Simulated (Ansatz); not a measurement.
SiC (wurtzite, P6_3mc), r²SCAN (plane waves, PAW; program Ansatz). The conduction-band minimum lies at K, with 2 equivalent valleys. Second derivatives d²E/dk² of the lowest band at one valley (eV·Å²), along Cartesian directions:

| direction | d²E/dk² |
|---|---|
| [100] | 17.79 |
| [010] | 17.79 |
| [001] | 29.57 |
| [110] | 17.79 |
| [101] | 23.68 |
| [011] | 23.68 |

**Question.** Find the principal effective masses, the density-of-states mass and the conductivity mass.

**Answer.** Off-diagonal terms follow from H_xy = H[110] − (H_xx + H_yy)/2, and m*/mₑ = 7.620 eV·Å² over each eigenvalue: 0.26, 0.43, 0.43. One valley's DOS mass (m₁m₂m₃)^(1/3) = 0.36, conductivity mass 3/(Σ 1/mᵢ) = 0.35 mₑ.

**Question.** What effective density of states Nc follows at 300 K for parabolic valleys?

**Answer.** Nc = 2.509e19 × 2 × (0.36)^(3/2) ≈ 1.1e19 cm⁻³.

**Question.** With the computed static dielectric constant 10.0 (mean of the diagonal), estimate a hydrogenic donor's binding energy and radius.

**Answer.** E = 13.606 eV × 0.35/10.0² ≈ 48 meV; a = 0.529 Å × ε/m* ≈ 15 Å. Semilocal masses tend to be too small where the gap is.

The cell was relaxed with r²SCAN under the symmetry of its start; phonons on a q-mesh show no instability.

Potentials: the later of the program's two PAW sets.
